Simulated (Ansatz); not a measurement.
## Step by step: CuI, relaxation of cell and atoms

Computed with DFT, LDA, all-electron LAPW, scalar-relativistic (Ansatz 0.2.0).

Command: `ansatz run input.yaml --threads 1 --pin off --max-ram 2048MiB --backend cpu --events-out ev --progress --plain --runs-dir out` The run took 83 s on 1 thread of Arm Neoverse N1 (shared host).

```yaml
crystal:
  lattice:
    - [0.0, 2.9696152886, 2.9696152886]
    - [2.9696152886, 0.0, 2.9696152886]
    - [2.9696152886, 2.9696152886, 0.0]
  atoms:
    - { symbol: Cu, position: [0.25, 0.25, 0.25] }
    - { symbol: I, position: [0.0, 0.0, 0.0] }
kpoints:
  mp_grid: { grid: [9, 9, 9] }
scf:
  occupations: { method: fermi_dirac, width: 0.05 }
hamiltonian:
  xc: lda
  pseudopotentials: { kind: all_electron, lapw: { basis_error: 0.001 } }
output:
  forces: true
  stress: true
relax:
  f_tol: 0.005
  max_steps: 80
  cell: {}
```

Spin–orbit coupling is left out, though it moves levels of the heavy atoms by tenths of an eV or more.

The cell comes from COD entry 9004456, which wasn't checked; take it as a given geometry. It differs from other determinations. The listed cell was then made from it by scaling, straining or moving an atom.

Each frame lists the cell vectors (Å), then Cartesian positions (Å); symmetry keeps all forces zero. Free energies count from the first step, -238450.1464 eV.

The walk took 3 evaluations in all; steps that aren't listed are left out.

Step 1: E = 0.0 meV, P = -2.01 GPa

```
cell 0.0000 2.9696 2.9696 2.9696 0.0000 2.9696 2.9696 2.9696 0.0000
Cu    1.4848    1.4848    1.4848
I     0.0000    0.0000    0.0000
```

**Question.** How does the relaxation end?

**Answer.** It converges, with a = 5.863 Å, b = 5.863 Å, c = 5.863 Å, α = 90.00°, β = 90.00°, γ = 90.00° (conventional cell, space group F-43m). The last solve (on a basis chosen afresh for the final cell, so its energy is not quite comparable) gives E = -13.1 meV, P = -0.02 GPa:
```
cell 0.0000 2.9315 2.9315 2.9315 0.0000 2.9315 2.9315 2.9315 0.0000
Cu    1.4657    1.4657    1.4657
I     0.0000    0.0000    0.0000
```
